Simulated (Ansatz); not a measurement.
The following input was run with Ansatz 0.2.0.

```yaml
crystal:
  lattice:
    - [3.97, 0.0, 0.0]
    - [0.0, 3.97, 0.0]
    - [0.0, 0.0, 6.552]
  atoms:
    - { symbol: Mg, position: [0.5, 0.0, 0.1623] }
    - { symbol: Mg, position: [0.0, 0.5, 0.8377] }
    - { symbol: Mn, position: [0.0, 0.0, 0.5], spin: 2.72 }
    - { symbol: Mn, position: [0.5, 0.5, 0.5], spin: 2.72 }
    - { symbol: Ge, position: [0.5, 0.0, 0.7483] }
    - { symbol: Ge, position: [0.0, 0.5, 0.2517] }
basis:
  ecutwfc: 420
kpoints:
  mp_grid: { grid: [6, 6, 4] }
hamiltonian:
  xc: pbesol
scf:
  occupations: { method: gaussian, width: 0.1 }
output:
  forces: true
  stress: true
  eigenvalues: true
  populations: true
magnetization:
  spin_polarized: true
relax:
  adjacent_minimum: "off"
  f_tol: 0.05
  max_steps: 80
  cell: { stress_tol: 0.5 }
```

Launched with
```bash
ansatz run input.yaml --threads 1 --pin off --max-ram 2560MiB --backend cpu --events-out ev --progress --plain --runs-dir out
```

Method: Ansatz, DFT PBEsol, scalar-relativistic, plane waves, PAW.

Abridged output:

```
Pseudopotentials: kind: paw
Pseudopotential: Mg, paw, valence charge 10, recommended cutoff 420 eV (normal)
Pseudopotential: Mn, paw, valence charge 15, recommended cutoff 420 eV (normal)
Pseudopotential: Ge, paw, valence charge 14, recommended cutoff 420 eV (normal)
Functional definition: PBEsol
Crystal: 6 atoms, lattice volume = 103.265 Å³
Basis set: ecut = 420 eV, 2045 PW (Γ), exchange–correlation on 54×54×90 points (8 copies of the dense FFT grid, shifted against one another)
Bands: 51, of which v1, the nominal top of the filled ones, is band 39 counted from 1 (38 counted from 0)
Symmetry: 16 space group operations
Space group: P4/nmm (ITA 129), of the structure as read, at distance tolerance 4.7e-5 Å
Magnetic group: BNS 129.411 (UNI 1071), of the structure as read, at distance tolerance 4.7e-5 Å
k-points: 30 of 144
Initial density: superposition of atomic densities (chi_scale 0.1, normalization cell, long waves kept (reshape's long-wave potential 0.05 eV rms))
Starting moments: Σ|m| = 5.44 μB on 2 of 6 sites
Initial wavefunctions: pseudopotential atomic-orbital guess
Functional: x = pbesol(κ = 0.804, μ = 0.12345679), c = pbesol(β = 0.046)
SCF iter   1: F=—  HF=-20068.581165 eV  |F-HF|=—  |Δ(HF+E_count)|=         —  Δρ=2.87e-2 (↑2.87e-2 ↓2.56e-2) dr2=9.19e0  dr2_m=1.55e-1  M=4.880 μB ∫|m|=5.531 μB  β_m=0.30  ethr=3.10e-3  ⟨swp⟩=5.8  Hψ=9893  notcnv=0  defer=27
Mixer restart at iter 1: flushing history
spin=Collinear: Kerker preconditioning applied to the charge; magnetization (m = ρ↑ − ρ↓) channel mixes plain (no charge-response kernel on spin).
SCF iter   2: F=—  HF=-20069.567444 eV  |F-HF|=—  |Δ(HF+E_count)|=   9.86e-1  Δρ=2.08e-2 (↑1.93e-2 ↓2.08e-2) dr2=6.88e0  dr2_m=7.45e-2  M=4.788 μB ∫|m|=5.489 μB  β_m=0.65  ethr=3.10e-3  ⟨swp⟩=2.0  Hψ=3941  notcnv=0  defer=305
SCF iter   3: F=—  HF=-20069.782161 eV  |F-HF|=—  |Δ(HF+E_count)|=   2.15e-1  Δρ=1.10e-2 (↑7.89e-3 ↓1.10e-2) dr2=1.98e0  dr2_m=5.18e-3  M=4.467 μB ∫|m|=5.363 μB  β_m=0.66  ethr=3.10e-3  ⟨swp⟩=2.9  Hψ=4313  notcnv=0  defer=305
SCF iter   4: F=—  HF=-20068.633690 eV  |F-HF|=—  |Δ(HF+E_count)|=    1.15e0  Δρ=2.06e-2 (↑2.06e-2 ↓1.29e-2) dr2=1.04e0  dr2_m=2.88e-2  M=4.294 μB ∫|m|=5.211 μB  β_m=0.72  ethr=2.53e-3  ⟨swp⟩=3.2  Hψ=4626  notcnv=0  defer=269
SCF iter   5: F=—  HF=-20069.407939 eV  |F-HF|=—  |Δ(HF+E_count)|=   7.74e-1  Δρ=6.23e-3 (↑5.75e-3 ↓6.23e-3) dr2=1.78e-1  dr2_m=1.26e-3  M=4.447 μB ∫|m|=5.292 μB  β_m=0.80  ethr=1.34e-3  ⟨swp⟩=2.5  Hψ=4346  notcnv=0  defer=277
SCF iter   6: F=—  HF=-20069.483236 eV  |F-HF|=—  |Δ(HF+E_count)|=         —  Δρ=7.38e-3 (↑1.81e-3 ↓7.38e-3) dr2=8.99e-2  dr2_m=1.01e-2  M=4.636 μB ∫|m|=5.444 μB  β_m=0.80  ethr=2.28e-4  ⟨swp⟩=2.0  Hψ=4917  notcnv=0  defer=281
Mixer restart at iter 6: flushing history
SCF iter   7: F=—  HF=-20069.514447 eV  |F-HF|=—  |Δ(HF+E_count)|=   3.12e-2  Δρ=1.07e-2 (↑1.07e-2 ↓4.34e-3) dr2=3.09e-2  dr2_m=4.90e-2  M=4.868 μB ∫|m|=5.669 μB  β_m=0.70  ethr=1.15e-4  ⟨swp⟩=2.0  Hψ=5709  notcnv=0  defer=277
SCF iter   8: F=—  HF=-20069.493746 eV  |F-HF|=—  |Δ(HF+E_count)|=   2.07e-2  Δρ=2.79e-3 (↑8.36e-4 ↓2.79e-3) dr2=1.12e-2  dr2_m=2.78e-3  M=4.826 μB ∫|m|=5.624 μB  β_m=0.83  ethr=3.96e-5  ⟨swp⟩=2.1  Hψ=5998  notcnv=0  defer=272
SCF iter   9: F=—  HF=-20069.492995 eV  |F-HF|=—  |Δ(HF+E_count)|=   7.51e-4  Δρ=9.91e-4 (↑9.91e-4 ↓4.84e-4) dr2=4.23e-4  dr2_m=4.02e-4  M=4.875 μB ∫|m|=5.676 μB  β_m=0.73  ethr=1.44e-5  ⟨swp⟩=2.2  Hψ=3971  notcnv=0  defer=272
SCF iter  10: F=—  HF=-20069.492704 eV  |F-HF|=—  |Δ(HF+E_count)|=   2.91e-4  Δρ=4.62e-4 (↑4.62e-4 ↓1.61e-4) dr2=2.68e-4  dr2_m=2.74e-5  M=4.880 μB ∫|m|=5.682 μB  β_m=0.70  ethr=5.42e-7  ⟨swp⟩=2.0  Hψ=4386  notcnv=0  defer=272
SCF iter  11: F=—  HF=-20069.492665 eV  |F-HF|=—  |Δ(HF+E_count)|=   3.91e-5  Δρ=1.19e-4 (↑1.19e-4 ↓5.13e-5) dr2=1.04e-5  dr2_m=4.86e-6  M=4.874 μB ∫|m|=5.676 μB  β_m=0.85  ethr=3.44e-7  ⟨swp⟩=2.5  Hψ=4948  notcnv=0  defer=272
SCF iter  12: F=—  HF=-20069.492657 eV  |F-HF|=—  |Δ(HF+E_count)|=   8.23e-6  Δρ=1.17e-5 (↑9.90e-6 ↓1.17e-5) dr2=6.34e-7  dr2_m=2.69e-8  M=4.875 μB ∫|m|=5.676 μB  β_m=0.92  ethr=1.34e-8  ⟨swp⟩=2.0  Hψ=5267  notcnv=0  defer=272
SCF iter  13: F=—  HF=-20069.492657 eV  |F-HF|=—  |Δ(HF+E_count)|=   2.09e-7  Δρ=2.75e-6 (↑2.75e-6 ↓2.74e-6) dr2=4.81e-8  dr2_m=2.33e-10  M=4.875 μB ∫|m|=5.676 μB  β_m=0.96  ethr=8.13e-10  ⟨swp⟩=2.2  Hψ=4347  notcnv=0  defer=272
SCF iter  14: F=-20069.492657 eV  HF=-20069.492657 eV  |F-HF|=7.98e-9  |Δ(HF+E_count)|=   1.02e-8  Δρ=1.56e-6 (↑1.56e-6 ↓1.29e-6) dr2=1.01e-8  dr2_m=3.51e-11  M=4.875 μB ∫|m|=5.676 μB  ethr=6.16e-11  ⟨swp⟩=8.5  Hψ=13706  notcnv=0
SCF 1 converged in 14 iterations: F = -20069.492657 eV  dr2 = 1.01e-8
relax step   1: F+E_penalty+E_count = -20069.49265671 eV  Δ(F+E_penalty+E_count) = +0.000e0 eV  max|allowed force component| = 9.980e-1 eV/Å  Δτ_max = 0.0000 Å  P = -7.070 GPa  Ω = 103.265 Å³  (14 SCF iters, dr2 threshold 1.00e-7 eV, accepted)
Crystal: 6 atoms, lattice volume = 94.852 Å³
Basis set: ecut = 420 eV, 1853 PW (Γ), exchange–correlation on 54×54×90 points (8 copies of the dense FFT grid, shifted against one another)
Initial density: handed on by an earlier stage of this run
Starting moments: Σ|m| = 5.44 μB on 2 of 6 sites; this step starts from the density that it was given
Initial wavefunctions: those handed on with the density
SCF iter   1: F=—  HF=-20069.848242 eV  |F-HF|=—  |Δ(HF+E_count)|=         —  Δρ=2.64e-2 (↑2.64e-2 ↓2.23e-2) dr2=2.65e-1  dr2_m=4.97e-1  M=3.907 μB ∫|m|=4.738 μB  β_m=0.30  ethr=3.38e-4  ⟨swp⟩=1.4  Hψ=13126  notcnv=0
spin=Collinear: Kerker preconditioning applied to the charge; magnetization (m = ρ↑ − ρ↓) channel mixes plain (no charge-response kernel on spin).
SCF iter   2: F=—  HF=-20069.837092 eV  |F-HF|=—  |Δ(HF+E_count)|=   1.12e-2  Δρ=1.84e-2 (↑1.76e-2 ↓1.84e-2) dr2=2.45e-1  dr2_m=2.73e-1  M=3.854 μB ∫|m|=4.707 μB  β_m=0.65  ethr=3.38e-4  ⟨swp⟩=1.9  Hψ=3479  notcnv=0
SCF iter   3: F=—  HF=-20069.861187 eV  |F-HF|=—  |Δ(HF+E_count)|=   2.41e-2  Δρ=7.97e-3 (↑7.97e-3 ↓2.83e-3) dr2=8.10e-2  dr2_m=1.73e-2  M=3.662 μB ∫|m|=4.540 μB  β_m=0.61  ethr=3.14e-4  ⟨swp⟩=2.8  Hψ=4522  notcnv=0
SCF iter   4: F=—  HF=-20069.833977 eV  |F-HF|=—  |Δ(HF+E_count)|=   2.72e-2  Δρ=2.54e-3 (↑2.54e-3 ↓1.13e-3) dr2=3.23e-2  dr2_m=2.13e-3  M=3.655 μB ∫|m|=4.543 μB  β_m=0.70  ethr=1.04e-4  ⟨swp⟩=2.0  Hψ=5441  notcnv=0  defer=227
SCF iter   5: F=—  HF=-20069.832763 eV  |F-HF|=—  |Δ(HF+E_count)|=   1.21e-3  Δρ=1.34e-3 (↑9.59e-4 ↓1.34e-3) dr2=5.18e-3  dr2_m=4.83e-5  M=3.680 μB ∫|m|=4.555 μB  β_m=0.85  ethr=4.14e-5  ⟨swp⟩=1.3  Hψ=3151  notcnv=0  defer=232
SCF iter   6: F=—  HF=-20069.833956 eV  |F-HF|=—  |Δ(HF+E_count)|=   1.19e-3  Δρ=4.99e-4 (↑4.11e-4 ↓4.99e-4) dr2=8.11e-4  dr2_m=3.24e-6  M=3.693 μB ∫|m|=4.569 μB  β_m=0.78  ethr=6.65e-6  ⟨swp⟩=2.0  Hψ=4463  notcnv=0  defer=236
SCF iter   7: F=—  HF=-20069.833626 eV  |F-HF|=—  |Δ(HF+E_count)|=   3.30e-4  Δρ=2.38e-4 (↑2.38e-4 ↓1.75e-4) dr2=2.02e-4  dr2_m=1.71e-6  M=3.698 μB ∫|m|=4.576 μB  β_m=0.76  ethr=1.04e-6  ⟨swp⟩=2.0  Hψ=5079  notcnv=0  defer=243
SCF iter   8: F=—  HF=-20069.833613 eV  |F-HF|=—  |Δ(HF+E_count)|=   1.25e-5  Δρ=2.17e-4 (↑2.17e-4 ↓1.70e-4) dr2=1.67e-4  dr2_m=6.05e-7  M=3.698 μB ∫|m|=4.577 μB  β_m=0.88  ethr=2.59e-7  ⟨swp⟩=2.0  Hψ=3716  notcnv=0  defer=241
   ...
SCF iter   1: F=—  HF=-20069.845120 eV  |F-HF|=—  |Δ(HF+E_count)|=         —  Δρ=4.88e-3 (↑4.88e-3 ↓3.70e-3) dr2=6.54e-3  dr2_m=1.10e-2  M=3.599 μB ∫|m|=4.431 μB  β_m=0.30  ethr=8.23e-6  ⟨swp⟩=1.9  Hψ=14989  notcnv=0
spin=Collinear: Kerker preconditioning applied to the charge; magnetization (m = ρ↑ − ρ↓) channel mixes plain (no charge-response kernel on spin).
SCF iter   2: F=—  HF=-20069.851281 eV  |F-HF|=—  |Δ(HF+E_count)|=   6.16e-3  Δρ=3.19e-3 (↑3.10e-3 ↓3.19e-3) dr2=5.18e-3  dr2_m=5.97e-3  M=3.593 μB ∫|m|=4.424 μB  β_m=0.65  ethr=8.23e-6  ⟨swp⟩=1.3  Hψ=3087  notcnv=0
SCF iter   3: F=—  HF=-20069.862094 eV  |F-HF|=—  |Δ(HF+E_count)|=   1.08e-2  Δρ=1.57e-3 (↑1.57e-3 ↓1.07e-3) dr2=3.02e-3  dr2_m=1.14e-3  M=3.570 μB ∫|m|=4.393 μB  β_m=0.81  ethr=6.64e-6  ⟨swp⟩=2.0  Hψ=4850  notcnv=0
SCF iter   4: F=—  HF=-20069.861399 eV  |F-HF|=—  |Δ(HF+E_count)|=   6.95e-4  Δρ=6.16e-4 (↑6.16e-4 ↓2.37e-4) dr2=1.82e-3  dr2_m=4.26e-5  M=3.565 μB ∫|m|=4.385 μB  β_m=0.78  ethr=3.87e-6  ⟨swp⟩=2.0  Hψ=4520  notcnv=0
SCF iter   5: F=—  HF=-20069.861244 eV  |F-HF|=—  |Δ(HF+E_count)|=   1.55e-4  Δρ=2.83e-4 (↑1.39e-4 ↓2.83e-4) dr2=1.63e-4  dr2_m=6.67e-6  M=3.570 μB ∫|m|=4.387 μB  β_m=0.89  ethr=2.33e-6  ⟨swp⟩=2.0  Hψ=3241  notcnv=0
SCF iter   6: F=—  HF=-20069.861299 eV  |F-HF|=—  |Δ(HF+E_count)|=   5.47e-5  Δρ=7.25e-5 (↑7.25e-5 ↓4.30e-5) dr2=3.62e-5  dr2_m=3.35e-7  M=3.573 μB ∫|m|=4.391 μB  β_m=0.95  ethr=2.09e-7  ⟨swp⟩=2.0  Hψ=4371  notcnv=0
SCF iter   7: F=—  HF=-20069.861294 eV  |F-HF|=—  |Δ(HF+E_count)|=   5.27e-6  Δρ=3.62e-5 (↑3.62e-5 ↓2.16e-5) dr2=7.07e-6  dr2_m=6.03e-8  M=3.574 μB ∫|m|=4.392 μB  β_m=0.97  ethr=4.64e-8  ⟨swp⟩=1.1  Hψ=3066  notcnv=0
SCF iter   8: F=—  HF=-20069.861293 eV  |F-HF|=—  |Δ(HF+E_count)|=   7.96e-7  Δρ=1.16e-5 (↑1.16e-5 ↓1.10e-5) dr2=7.31e-7  dr2_m=5.63e-10  M=3.574 μB ∫|m|=4.392 μB  β_m=0.80  ethr=9.06e-9  ⟨swp⟩=2.2  Hψ=4135  notcnv=0
SCF iter   9: F=—  HF=-20069.861293 eV  |F-HF|=—  |Δ(HF+E_count)|=   1.30e-7  Δρ=4.42e-6 (↑2.89e-6 ↓4.42e-6) dr2=8.16e-8  dr2_m=9.12e-10  M=3.574 μB ∫|m|=4.392 μB  β_m=0.87  ethr=9.37e-10  ⟨swp⟩=2.0  Hψ=3952  notcnv=0
SCF iter  10: F=-20069.861293 eV  HF=-20069.861293 eV  |F-HF|=2.59e-8  |Δ(HF+E_count)|=   1.83e-8  Δρ=2.35e-6 (↑1.90e-6 ↓2.35e-6) dr2=2.88e-8  dr2_m=8.78e-11  M=3.574 μB ∫|m|=4.392 μB  ethr=1.05e-10  ⟨swp⟩=2.1  Hψ=8711  notcnv=0
SCF 3 converged in 10 iterations: F = -20069.861293 eV  dr2 = 2.88e-8
relax step   3: F+E_penalty+E_count = -20069.86129259 eV  Δ(F+E_penalty+E_count) = -2.767e-2 eV  max|allowed force component| = 1.724e-1 eV/Å  Δτ_max = 0.0649 Å  P = +1.191 GPa  Ω = 93.416 Å³  energy of the carried Pulay correction = +1.399e-3 eV  (10 SCF iters, dr2 threshold 6.00e-7 eV, accepted)
Crystal: 6 atoms, lattice volume = 94.623 Å³
Basis set: ecut = 420 eV, 1845 PW (Γ), exchange–correlation on 54×54×90 points (8 copies of the dense FFT grid, shifted against one another)
SCF iter   1: F=—  HF=-20069.862453 eV  |F-HF|=—  |Δ(HF+E_count)|=         —  Δρ=2.36e-3 (↑2.36e-3 ↓9.31e-4) dr2=2.59e-3  dr2_m=1.99e-3  M=3.607 μB ∫|m|=4.448 μB  β_m=0.65  ethr=3.39e-6  ⟨swp⟩=1.5  Hψ=12828  notcnv=0
spin=Collinear: Kerker preconditioning applied to the charge; magnetization (m = ρ↑ − ρ↓) channel mixes plain (no charge-response kernel on spin).
SCF iter   2: F=—  HF=-20069.863942 eV  |F-HF|=—  |Δ(HF+E_count)|=   1.49e-3  Δρ=9.04e-4 (↑4.05e-4 ↓9.04e-4) dr2=1.64e-3  dr2_m=1.13e-4  M=3.606 μB ∫|m|=4.445 μB  β_m=0.46  ethr=3.32e-6  ⟨swp⟩=2.0  Hψ=5630  notcnv=0
SCF iter   3: F=—  HF=-20069.864821 eV  |F-HF|=—  |Δ(HF+E_count)|=   8.79e-4  Δρ=6.72e-4 (↑4.44e-4 ↓6.72e-4) dr2=7.85e-4  dr2_m=2.39e-4  M=3.613 μB ∫|m|=4.453 μB  β_m=0.73  ethr=2.10e-6  ⟨swp⟩=2.0  Hψ=4792  notcnv=0
SCF iter   4: F=—  HF=-20069.866030 eV  |F-HF|=—  |Δ(HF+E_count)|=   1.21e-3  Δρ=3.69e-4 (↑1.33e-4 ↓3.69e-4) dr2=7.77e-4  dr2_m=1.77e-5  M=3.622 μB ∫|m|=4.463 μB  β_m=0.86  ethr=1.01e-6  ⟨swp⟩=2.0  Hψ=3595  notcnv=0
SCF iter   5: F=—  HF=-20069.865915 eV  |F-HF|=—  |Δ(HF+E_count)|=   1.15e-4  Δρ=1.75e-4 (↑1.75e-4 ↓1.43e-4) dr2=6.48e-5  dr2_m=3.21e-7  M=3.632 μB ∫|m|=4.474 μB  β_m=0.93  ethr=9.96e-7  ⟨swp⟩=2.0  Hψ=4434  notcnv=0
SCF iter   6: F=—  HF=-20069.866022 eV  |F-HF|=—  |Δ(HF+E_count)|=   1.07e-4  Δρ=8.68e-5 (↑6.33e-5 ↓8.68e-5) dr2=1.68e-5  dr2_m=1.84e-7  M=3.629 μB ∫|m|=4.471 μB  β_m=0.77  ethr=8.31e-8  ⟨swp⟩=2.0  Hψ=4826  notcnv=0
SCF iter   7: F=—  HF=-20069.866036 eV  |F-HF|=—  |Δ(HF+E_count)|=   1.41e-5  Δρ=2.92e-5 (↑1.42e-5 ↓2.92e-5) dr2=1.35e-6  dr2_m=2.63e-7  M=3.627 μB ∫|m|=4.470 μB  β_m=0.88  ethr=2.15e-8  ⟨swp⟩=2.0  Hψ=5175  notcnv=0
SCF iter   8: F=—  HF=-20069.866039 eV  |F-HF|=—  |Δ(HF+E_count)|=   3.08e-6  Δρ=7.64e-6 (↑7.64e-6 ↓5.84e-6) dr2=2.19e-7  dr2_m=1.88e-9  M=3.626 μB ∫|m|=4.469 μB  β_m=0.94  ethr=1.73e-9  ⟨swp⟩=2.3  Hψ=5453  notcnv=0
SCF iter   9: F=-20069.866039 eV  HF=-20069.866039 eV  |F-HF|=3.91e-7  |Δ(HF+E_count)|=   2.16e-8  Δρ=9.53e-6 (↑6.89e-6 ↓9.53e-6) dr2=4.16e-7  dr2_m=2.10e-9  M=3.626 μB ∫|m|=4.469 μB  ethr=2.81e-10  ⟨swp⟩=2.4  Hψ=9396  notcnv=0
SCF 4 converged in 9 iterations: F = -20069.866039 eV  dr2 = 4.16e-7
relax step   4: F+E_penalty+E_count = -20069.86603852 eV  Δ(F+E_penalty+E_count) = -4.746e-3 eV  max|allowed force component| = 1.383e-2 eV/Å  Δτ_max = 0.0108 Å  P = -0.329 GPa  Ω = 94.623 Å³  energy of the carried Pulay correction = +1.220e-3 eV  (9 SCF iters, dr2 threshold 6.00e-7 eV, accepted)
Initial wavefunctions: pseudopotential atomic-orbital guess (no wavefunctions were taken with the density)
SCF iter   1: F=—  HF=-20069.864794 eV  |F-HF|=—  |Δ(HF+E_count)|=         —  Δρ=4.84e-5 (↑3.43e-5 ↓4.84e-5) dr2=3.50e-6  dr2_m=3.57e-7  M=3.626 μB ∫|m|=4.469 μB  β_m=0.65  ethr=3.80e-8  ⟨swp⟩=3.7  Hψ=19194  notcnv=0
spin=Collinear: Kerker preconditioning applied to the charge; magnetization (m = ρ↑ − ρ↓) channel mixes plain (no charge-response kernel on spin).
SCF iter   2: F=—  HF=-20069.864795 eV  |F-HF|=—  |Δ(HF+E_count)|=   8.95e-7  Δρ=2.51e-5 (↑1.97e-5 ↓2.51e-5) dr2=1.13e-6  dr2_m=4.81e-8  M=3.626 μB ∫|m|=4.469 μB  β_m=0.52  ethr=4.49e-9  ⟨swp⟩=2.0  Hψ=4361  notcnv=0
SCF iter   3: F=—  HF=-20069.864795 eV  |F-HF|=—  |Δ(HF+E_count)|=   1.29e-7  Δρ=1.04e-5 (↑7.29e-6 ↓1.04e-5) dr2=1.62e-7  dr2_m=1.38e-8  M=3.626 μB ∫|m|=4.469 μB  β_m=0.59  ethr=1.45e-9  ⟨swp⟩=2.0  Hψ=3748  notcnv=0
SCF iter   4: F=—  HF=-20069.864795 eV  |F-HF|=—  |Δ(HF+E_count)|=   2.46e-7  Δρ=6.54e-6 (↑2.08e-6 ↓6.54e-6) dr2=6.13e-8  dr2_m=8.01e-9  M=3.626 μB ∫|m|=4.469 μB  β_m=0.80  ethr=2.07e-10  ⟨swp⟩=2.1  Hψ=4642  notcnv=0
SCF iter   5: F=—  HF=-20069.864796 eV  |F-HF|=—  |Δ(HF+E_count)|=   2.59e-7  Δρ=5.39e-6 (↑1.97e-6 ↓5.39e-6) dr2=6.42e-8  dr2_m=8.97e-9  M=3.626 μB ∫|m|=4.469 μB  β_m=0.90  ethr=7.87e-11  ⟨swp⟩=2.0  Hψ=4966  notcnv=0
SCF iter   6: F=—  HF=-20069.864796 eV  |F-HF|=—  |Δ(HF+E_count)|=   1.08e-7  Δρ=1.13e-6 (↑1.13e-6 ↓7.13e-7) dr2=3.84e-9  dr2_m=1.63e-10  M=3.626 μB ∫|m|=4.468 μB  β_m=0.82  ethr=7.87e-11  ⟨swp⟩=2.2  Hψ=5247  notcnv=0
SCF iter   7: F=—  HF=-20069.864796 eV  |F-HF|=—  |Δ(HF+E_count)|=   1.87e-9  Δρ=1.39e-6 (↑1.39e-6 ↓5.07e-7) dr2=3.00e-9  dr2_m=1.89e-10  M=3.626 μB ∫|m|=4.468 μB  β_m=0.77  ethr=4.92e-12  ⟨swp⟩=2.0  Hψ=5417  notcnv=0
SCF iter   8: F=-20069.864796 eV  HF=-20069.864796 eV  |F-HF|=2.98e-10  |Δ(HF+E_count)|=  3.78e-10  Δρ=3.60e-7 (↑2.43e-7 ↓3.60e-7) dr2=3.17e-10  dr2_m=5.41e-12  M=3.626 μB ∫|m|=4.468 μB  ethr=3.85e-12  ⟨swp⟩=2.0  Hψ=10341  notcnv=0
SCF 5 converged in 8 iterations: F = -20069.864796 eV  dr2 = 3.17e-10
SCF converged after 8 iterations
Magnetization: 3.6261 μB (40.8130 up, 37.1870 down)
Absolute magnetization: 4.4710 μB (∫|ρ↑−ρ↓|, with the PAW one-centre terms)
Spin contamination: 0.1845 ħ² per cell (⟨S²⟩ above its minimum at these occupations)
Per-site moments (μB) at R_I (Å): [(-0.03213354, 1.14555230), (-0.03213354, 1.14555230), (1.90938399, 1.00828888), (1.90938399, 1.00828888), (-0.07541365, 1.00828888), (-0.07541365, 1.00828888)]
Free energy (F): -20069.864796 eV
Harris-Foulkes:  -20069.864796 eV  (|F-HF|=2.98e-10)
Internal energy: -20069.852737 eV  (E = F + TS)
E sigma→0 (E₀):  -20069.858766 eV
Entropy (-TS):   -0.012059 eV (-2.010 meV/atom)
Fermi energy:    11.700882 eV
--- Per-component energies (eV) ---
  E_band       = -1347.528327
  E_kinetic    = 995.841991
  E_local      = -12507.158903  (includes V_loc(G=0)·N_el)
  E_nonlocal   = 1519.936327
  E_hartree    = 5211.783717
  E_xc         = -438.030394
  E_vxc        = -500.696062  (∫ρ·V_xc dr)
  E_paw        = -7063.110754  (= ΣΔE_a)
  E_vpaw       = -1279.021124  (= ΣTr[D̂ρ^β])
  E_aug_tail   = 0.000606  (compensation charges beyond the density's cutoff)
  E_ewald      = -7791.408226
  E_core_change = 2.292898  (= ΣΔE_core)
  E_smearing   = -0.012059  (= −TS)
--- Forces (eV/Å), atoms counted from 1 ---
  atom   1  Mg     0.00000000     0.00000000    -0.00842456
  atom   2  Mg     0.00000000     0.00000000     0.00842456
  atom   3  Mn     0.00000000     0.00000000     0.00000000
  atom   4  Mn     0.00000000     0.00000000     0.00000000
  atom   5  Ge     0.00000000     0.00000000     0.01380839
  atom   6  Ge     0.00000000     0.00000000    -0.01380839
--- Stress (GPa, compression-positive) ---
       -0.312442       0.000000       0.000000
        0.000000      -0.312442       0.000000
        0.000000       0.000000      -0.351688
  P = ⅓ Tr σ = -0.3255 GPa (-3.255 kbar)
--- Band table (eV; the first three rows and the last of 60) ---
  k-point 0 ↑: bands = ["-67.8954", "-67.8602", "-63.6247", "-63.6242", "-36.8415", "-36.8415", "-36.8016", "-36.7647", "-36.6885", "-36.6885", "-30.5830", "-30.5830", "-30.5798", "-30.5798", "-30.5406", "-30.5359", "-12.2941", "-12.2887", "-12.2806", "-12.2806", "-12.2795", "-12.2795", "-12.2761", "-12.2735", "-12.2671", "-12.2662", "0.6774", "2.6503", "6.0249", "7.4588", "8.4749", "8.4749", "9.0804", "9.9847", "10.1700", "10.1700", "10.3732", "11.2976", "11.3485", "11.3485", "12.5074", "12.8393", "14.5163", "15.0670", "15.0670", "15.6172", "15.8511", "16.3991", "16.8227", "16.8227", "18.9894"]
  k-point 1 ↑: bands = ["-67.8954", "-67.8602", "-63.6247", "-63.6242", "-36.8415", "-36.8415", "-36.8016", "-36.7647", "-36.6885", "-36.6885", "-30.5830", "-30.5830", "-30.5798", "-30.5798", "-30.5405", "-30.5361", "-12.2939", "-12.2889", "-12.2807", "-12.2807", "-12.2793", "-12.2793", "-12.2760", "-12.2737", "-12.2669", "-12.2663", "0.8413", "2.2604", "6.4362", "7.5371", "8.4318", "8.4318", "9.0806", "10.0363", "10.2559", "10.2559", "10.4058", "11.2976", "11.4624", "11.4624", "11.9847", "12.5074", "14.2764", "14.2764", "15.1598", "15.3178", "15.4654", "16.7797", "18.0178", "18.0178", "18.3275"]
  k-point 2 ↑: bands = ["-67.8954", "-67.8602", "-63.6247", "-63.6242", "-36.8415", "-36.8415", "-36.8016", "-36.7647", "-36.6885", "-36.6885", "-30.5830", "-30.5830", "-30.5798", "-30.5798", "-30.5403", "-30.5363", "-12.2937", "-12.2892", "-12.2808", "-12.2808", "-12.2792", "-12.2792", "-12.2758", "-12.2739", "-12.2667", "-12.2664", "1.1210", "1.7944", "6.7862", "7.6864", "8.3922", "8.3922", "9.0809", "10.1615", "10.3322", "10.3322", "10.4398", "11.2349", "11.2976", "11.6266", "11.6266", "12.5074", "13.7060", "13.7060", "14.8641", "15.1069", "15.8932", "16.9909", "18.6472", "19.6934", "19.8775"]
  k-point 29 ↓: bands = ["-65.7717", "-65.7717", "-63.6333", "-63.6333", "-34.8144", "-34.8144", "-34.7085", "-34.7085", "-34.6079", "-34.6079", "-30.5949", "-30.5949", "-30.5909", "-30.5909", "-30.5514", "-30.5514", "-12.3052", "-12.3052", "-12.3012", "-12.3012", "-12.2971", "-12.2971", "-12.2939", "-12.2939", "-12.2788", "-12.2788", "3.4323", "3.4323", "7.2034", "7.2034", "8.1282", "8.1282", "8.9975", "8.9975", "10.3275", "10.3275", "10.8704", "10.8704", "12.5438", "12.5438", "12.9517", "12.9517", "14.2457", "14.2457", "15.6255", "15.6255", "15.7721", "15.7721", "17.7285", "17.7285", "18.8029"]
--- Relaxed structure (4 steps of the walk, 4 accepted, 1 SCFs on fresh bases) ---
  F+E_penalty+E_count = -20069.86479573 eV   max|allowed force component| = 1.381e-2 eV/Å   (the final SCF, on the basis selected at the relaxed cell)
  cell:  # Å, volume = 94.6235 Å³
    - [3.82876604, 0.0, 0.0]
    - [0.0, 3.82876604, 0.0]
    - [0.0, 0.0, 6.45477777]
  atoms:
    - { symbol: Mg, position: [0.5, 0.0, 0.16871976] }
    - { symbol: Mg, position: [0.0, 0.5, 0.83128023] }
    - { symbol: Mn, position: [0.0, 0.0, 0.5] }
    - { symbol: Mn, position: [0.5, 0.5, 0.5] }
    - { symbol: Ge, position: [0.5, 0.0, 0.73545999] }
    - { symbol: Ge, position: [0.0, 0.5, 0.26454000] }
--- Löwdin populations: 6 sites ---
  site symbol q [e]    m [muB]
     0     Mg      8.6669    -0.0254
     1     Mg      8.6669    -0.0254
     2     Mn     14.6784     2.0744
     3     Mn     14.6784     2.0744
     4     Ge     15.2796    -0.2105
     5     Ge     15.2796    -0.2105
  spilling = 0.009617 (of n_electrons = 78.000000)
```

The relaxation met its thresholds.

It took 2.6 min on 1 thread of Arm Neoverse V1, with other jobs on the host, peak memory 0.56 GiB.

The k mesh is coarse. Only parallel moments were tried here.